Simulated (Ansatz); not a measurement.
Relaxed Ni3Si (Cu3Au type):

```yaml
crystal:
  lattice:
    - [3.46107, 0.00000, 0.00000]
    - [0.00000, 3.46107, 0.00000]
    - [0.00000, 0.00000, 3.46107]
  atoms:
    - { symbol: Si, position: [0.00000, 0.00000, 0.00000] }
    - { symbol: Ni, position: [0.00000, 0.50000, 0.50000] }
    - { symbol: Ni, position: [0.50000, 0.00000, 0.50000] }
    - { symbol: Ni, position: [0.50000, 0.50000, 0.00000] }
```

In this cell atom 4 (Ni, nearest neighbour Si at 2.447 Å; its periodic images, 3.5 Å or more away, move with it) is moved by s along Cartesian x, unit vector (1.000, 0.000, 0.000); all other atoms and the cell stay fixed.

Computed with PBEsol (plane waves to 420 eV, PAW, scalar-relativistic; Ansatz, a quantum-chemistry and plane-wave program). k mesh 11×11×11 (Γ-centred), Fermi-Dirac smearing 0.05 eV. E stands for the smeared free energy. With partly filled bands, energies and forces of such displacements shift with the k mesh and the smearing. At this level the bands of Ni3Si touch or barely overlap. Ni3Si is run without spin polarisation. Ni3Si was relaxed with its symmetry unable to fall. The zero of ΔE is the undisplaced structure. The last digit holds for this mesh only.

| s (Å) | ΔE (meV/cell) |
|---|---|
| -0.730 | 2965.4 |
| -0.584 | withheld |
| -0.438 | 994.4 |
| -0.292 | 431.5 |
| -0.146 | 106.1 |
| 0.000 | 0.0 |
| 0.146 | 106.1 |
| 0.292 | 431.5 |
| 0.438 | 994.4 |
| 0.584 | withheld |
| 0.730 | 2965.4 |

Problem. Fit an even polynomial form (powers 2, 4, 6) to the given rows and predict ΔE at s = 0.584.

Solution. Least squares on the 9 given rows: ΔE = (4960)·s² + (1185)·s⁴ + (-92.66)·s⁶, in meV/cell with s in Å; root-mean-square residual 0.16 meV/cell. At 0.584 the fit gives 1825.8 meV/cell; the calculation gives 1828.0 meV/cell, so the interpolation is off by -2.2 (-0.1 %). The quadratic term alone would give 1691.6 meV/cell.

(For displaced atoms, the force is minus the slope of the energy, and its curvature is a force constant, which sets phonon frequencies.)
